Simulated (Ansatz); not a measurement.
ZrTi₂: how the energy converges with the cutoff

ZrTi₂, P6/mmm, a = 4.724 Å, c = 3.003 Å. The structure is a Materials Project entry; whether it is the stable form wasn't checked. Ansatz: PBEsol, PAW, cutoff varied, Γ-centred 12×12×14 mesh on 3 atoms, Gaussian smearing 0.10 eV; no spin polarisation. Single points at one geometry, the cutoff alone changed; ΔE is the energy at zero smearing over the run at 500 eV. The runs up to 350 eV lie under the cutoff recommended for these PAW datasets.

| cutoff (eV) | ΔE (meV/atom) |
| --- | --- |
| 250 | 738.96 |
| 300 | 97.01 |
| 350 | ? |
| 420 | 0.39 |

Problem. Assume ΔE falls exponentially with the cutoff, fit y = ln ΔE against x, the cutoff in eV, to the other rows, and predict the missing value.

Solution. y = 6.605, 4.575, -0.942. Means x = 323.3, y = 3.4127; Σ(Δx)² = 15267, ΣΔxΔy = -682.2; the slope is their ratio. y = 17.86 − 0.04468 x, a factor of ten per 52 eV. At 350 eV this gives ΔE = 9.23 meV/atom. The run gave 7.28, a ratio of 1.27. Between neighbouring rows the decay runs from a factor of ten per 44 eV to one per 57 eV, so one exponential is only a rough guide.